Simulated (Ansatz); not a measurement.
Relaxed-ion elastic tensor of Ta3Ru in space group Fm-3m (No. 225; Ta on 8c, Ta on 4b, Ru on 4a) in GPa (Voigt order), the program Ansatz at the r²SCAN level (PAW); density 16.10 g/cm³, 16.61 Å³ per atom.

```tsv
	1	2	3	4	5	6
1	385	164	164	0.0	0.0	0.0
2	164	385	164	0.0	0.0	0.0
3	164	164	385	0.0	0.0	0.0
4	0.0	0.0	0.0	72.6	0.0	0.0
5	0.0	0.0	0.0	0.0	72.6	0.0
6	0.0	0.0	0.0	0.0	0.0	72.6
```

Task: Is the crystal mechanically stable?

Result: Yes: the smallest eigenvalue of C is 72.6 GPa.

Task: Work out the Voigt, Reuss and Hill averages.

Result: K_V = 238, K_R = 238, K_H = 238; G_V = 87.8, G_R = 84.2, G_H = 86.0 GPa.

Task: Give Young's modulus, Poisson's ratio, Pugh's ratio and the universal anisotropy index.

Result: E = 9KG/(3K + G) = 230 GPa; ν = 0.34; K/G = 2.76 (ductile by the Pugh limit of 1.75); A_U = 5G_V/G_R + K_V/K_R − 6 = 0.22.

Task: Estimate the sound speeds and the Debye temperature.

Result: v_l = √((K + 4G/3)/ρ) = 4680 m/s, v_t = √(G/ρ) = 2310 m/s, mean 2600 m/s; Θ = (h/k)(3n/4πV)^(1/3) v_m = 303 K.

Task: Give the Zener ratio and Young's modulus along [100], [110] and [111].

Result: A = 2C44/(C11 − C12) = 0.66; 1/E = S11 − 2(S11 − S12 − S44/2)Γ with Γ = 0, 1/4, 1/3 gives 287, 214, 198 GPa.

The first step of the workflow began from a Materials Project structure, measured or hypothetical; the Crystallography Open Database copy checked does not list it. With Ta and Ru taken as one species the cell has the higher symmetry Im-3m, so it may be an ordered model of a mixed-site phase. Whether it is the stable phase at ambient conditions was not checked. Symmetry was held in the r²SCAN relaxation; whether a distortion lowers the energy is not shown. The run is not spin-polarised. As this level gives no gap, shear constants depend on the k-mesh and smearing (Fermi–Dirac, 0.1 eV here). Scalar-relativistic: spin–orbit coupling is off unless named, which matters more the heavier the elements.

Potentials: the later of the program's two PAW sets.
